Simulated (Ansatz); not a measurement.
The relaxed structure here is a generated cell of Hf3N4: the first start was made by placing the elements on the sites of a structure type, and the end was not matched to a known phase here, so it may be hypothetical.

A structure of Hf3N4 relaxed with PBEsol (plane waves to 420 eV, PAW, scalar-relativistic; Ansatz, a program for electronic structure); single points at other levels follow on the same geometry (Ansatz, PAW; PBEsol+SOC at 420 eV on a 7×7×11 k-mesh; spin-orbit coupling only where +SOC is written). Space group Cm (No. 8).

```
Hf3N4
1.0
    3.07936    -5.09691     0.00000
    3.07936     5.09691     0.00000
   -1.86535     0.00000     3.13122
N Hf
4 3
Direct
  0.57684   0.17614   0.03573
  0.17614   0.57684   0.03573
  0.95270   0.95270   0.40968
  0.42132   0.42132   0.55200
  0.57786   0.57786   0.18415
  0.01166   0.32484   0.38697
  0.32484   0.01166   0.38697
```

```tsv
level	gap (eV)	kind	conduction minimum
PBEsol	1.57	indirect	k = (0.1429, 0.1429, -0.2727)
PBEsol+SOC	?	?	?
```

### Question
Some entries are withheld; supply them.

### Answer

- PBEsol+SOC, gap (eV): 1.53
- PBEsol+SOC, kind: indirect
- PBEsol+SOC, conduction minimum: k = (0.1429, 0.1429, -0.2727)

The shift from spin-orbit coupling is approximate. No spin polarisation in the result.

It was reached from a disturbed copy of a Im-3m (No. 229) cell (AFLOW prototype A4B3_cI14_229_c_b (as in Pt3O4)), against which it lies -0.86 eV/atom.
